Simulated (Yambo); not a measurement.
A G0W0@PBEsol run in Yambo for SnS$_{2}$ (CdI2 type, space group P-3m1, No. 164) (6×6×2 Γ-centred k mesh, 133 bands and a 8 Ry block in the screening, 133 bands in G with the Bruneval-Gonze terminator, plasmon pole fitted at 27.2 eV) gives these matrix elements, in eV, at the band edges (Γ → L):

```json
[
 {"state": "valence edge", "E0": "0.000", "<Vxc>": "-13.343", "<Σx>": "-16.263", "<Σc(E0)>": "1.940", "Z": "0.770"},
 {"state": "conduction edge", "E0": "1.281", "<Vxc>": "-12.473", "<Σx>": "-9.297", "<Σc(E0)>": "-3.127", "Z": "0.792"}
]
```

Task: Solve the linearised quasiparticle equation for both states, give the gap, and say how exchange and correlation each act on it.

Result: E = E0 + Z(Σx + Σc − Vxc). Valence: 0.000 + 0.770 × (-16.263 + (1.940) − (-13.343)) = -0.76 eV. Conduction: 1.281 + 0.792 × (-9.297 + (-3.127) − (-12.473)) = 1.32 eV. The gap is 2.08 eV, against 1.28 eV in PBEsol. Replacing Vxc by bare exchange alone would open it by 6.10 eV; correlation takes back 5.07 eV of that, and Z scales what is left. Nearest settings tried, and what they do to the gap: 7 Ry block (147 vectors against 185): -43 meV. Not varied: bands in G, bands in W, mesh. So the settings aren't converged at that level. The mesh misses a band edge: along a dense path the PBEsol gap is 1.17 eV against 1.28 eV on the mesh. Spin-orbit splittings are left out.

The standard potential for Sn keeps a d shell in the valence without the s and p states of that shell. In tests on such compounds this moved G0W0 gaps by up to about 0.9 eV, so absolute quasiparticle energies here are unreliable; differences between settings are what counts.

Geometry relaxed with PBE+D3(BJ); primitive cell a = 3.671 Å, b = 3.671 Å, c = 5.799 Å, α = 90.00°, β = 90.00°, γ = 120.00°.
